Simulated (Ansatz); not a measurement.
Kick test of a cell of Er2O

It was reached by relaxing an invented guess, and it needn't be the stable form of this composition.

The calculation used Ansatz 0.2.0, DFT PBE, scalar-relativistic, plane waves, PAW, and for the lanthanide a 4f-in-core norm-conserving potential. Plane waves to 770 eV, a k mesh through Γ of 18×18×8 on the computed 3-atom cell and Gaussian smearing (0.10 eV); no spin polarisation.

The cell below (3 atoms, space group P-3m1 (No. 164)) is relaxed within its symmetry.

```xyz
3
Lattice="3.4720 0.0000 0.0000 -1.7360 3.0068 0.0000 0.0000 0.0000 5.6222" Properties=species:S:1:pos:R:3 pbc="T T T"
Er    0.0000    2.0046    1.3369
Er    1.7360    1.0023    4.2852
O     0.0000    0.0000    0.0000
```

For the test a repeat of it with 6 atoms (edges 3.47, 3.47, 11.24 Å) was strained at random (σ = 1.5 % a component), the atoms were moved at random (σ = 0.15 Å), and all was relaxed again on a coarse 6×6×2 mesh (in the run’s order of axes) with 0.20 eV smearing, with no symmetry imposed.

Q: Does it come back?

A: It returns, within 1 meV/atom of the unmoved cell on that mesh and with the same symmetry when read at 0.1 Å. So it is stable against the distortions that fit this cell and that this random move excites. Modes that don't fit the cell aren't tested.

The lanthanide is trivalent by construction, without f bands, f moments or other valences.
